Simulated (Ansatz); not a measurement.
GaCu₃ in space group P6_3/mmc (No. 194; Ga on 2d, Cu on 6h), r²SCAN (plane waves, PAW; program Ansatz), all energies at zero smearing, with the estimated change up to a 700 eV cutoff added, with one set of potentials and settings (totals compare only within such a set). Cell of 8 atoms (2 Ga, 6 Cu): -47368.903 eV.

| element | reference phase | E (eV/atom) |
|---|---|---|
| Ga | Cmce, 4 atoms in the cell | -3790.2722 |
| Cu | Fm-3m, 1 atoms in the cell | -6631.2549 |

Formation energy per atom, worked out: (-47368.903 − 2×(-3790.2722) − 6×(-6631.2549))/8 = -0.104 eV/atom (-10 kJ per mol of atoms), at 0 K, without zero-point energy or fitted corrections.

The workflow started from a Materials Project entry (that database holds measured and hypothetical structures alike); the Crystallography Open Database copy checked does not list it. With Ga and Cu taken as one species the cell has the higher symmetry P6_3/mmc, so it may be an ordered model of a mixed-site phase. Its standing as an ambient phase is unchecked. Symmetry was held in the r²SCAN relaxation; its stability against distortions is not shown here. No spin polarisation was allowed. The references are the lowest solids computed at this level, not always the standard phases.

Potentials: the earlier of the program's two PAW sets.
